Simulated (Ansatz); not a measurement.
CaZn2Ge2 in space group I4/mmm (No. 139; Ge on 4e, Ca on 2a, Zn on 4d) under volume change, r²SCAN in the plane-wave PAW code Ansatz, shape and atoms relaxed at each volume.

```csv
V (Å³/atom),E − E(relaxed) (meV/atom),P (GPa)
17.442,38.7,7.82
18.017,16.2,4.78
18.592,3.8,2.19
19.167,0.0,0.00
19.742,3.4,-1.85
20.317,13.0,-3.43
20.892,27.7,-4.77
```

**Question.** What does a third-order Birch–Murnaghan fit give for V₀, B₀ and B′?

**Answer.** V₀ = 19.17 Å³/atom, B₀ = 67.1 GPa, B′ = 4.5.

The workflow started from an entry of the Crystallography Open Database (COD). Its standing as an ambient phase is unchecked. Symmetry was held in the r²SCAN relaxation; whether a distortion lowers the energy is not shown.

Potentials: the later of the program's two PAW sets.
